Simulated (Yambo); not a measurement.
G0W0@LDA for Mg$_{2}$FeH$_{6}$ (space group Fm-3m, No. 225) in Yambo. Reference settings: 4×4×4 Γ-centred k mesh, bands 13 to 126 and a 8 Ry block in the screening, 126 bands in G with the Bruneval-Gonze terminator, plasmon pole fitted at 27.2 eV. The LDA gap W → X on this mesh is 1.71 eV; G0W0 gaps are taken between the same points.

The settings were changed. The gap went from 2.80 eV to 2.80 eV, and the shift of the valence edge from -0.03 eV to 0.04 eV.

Q: Which change was made?
(A) 73 bands in W, 73 bands in G
(B) 34 bands in W, 34 bands in G, 2 Ry block
(C) 34 bands in W, 34 bands in G, 3 Ry block
(D) 34 bands in W, 34 bands in G, 5 Ry block

A: A, 73 bands in W, 73 bands in G. The others gave (gap, valence shift): 34 bands in W, 34 bands in G, 2 Ry block: 3.45, 0.00 eV; 34 bands in W, 34 bands in G, 3 Ry block: 3.11, 0.16 eV; 34 bands in W, 34 bands in G, 5 Ry block: 2.94, 0.25 eV.

Geometry of the Materials Project entry, not relaxed at this level; primitive cell a = 4.4937 Å, b = 4.4937 Å, c = 4.4937 Å, α = 60.00°, β = 60.00°, γ = 60.00°.

The runs are not spin-polarised; magnetic order was not tried.

A shift is the quasiparticle energy of the state minus its LDA energy.
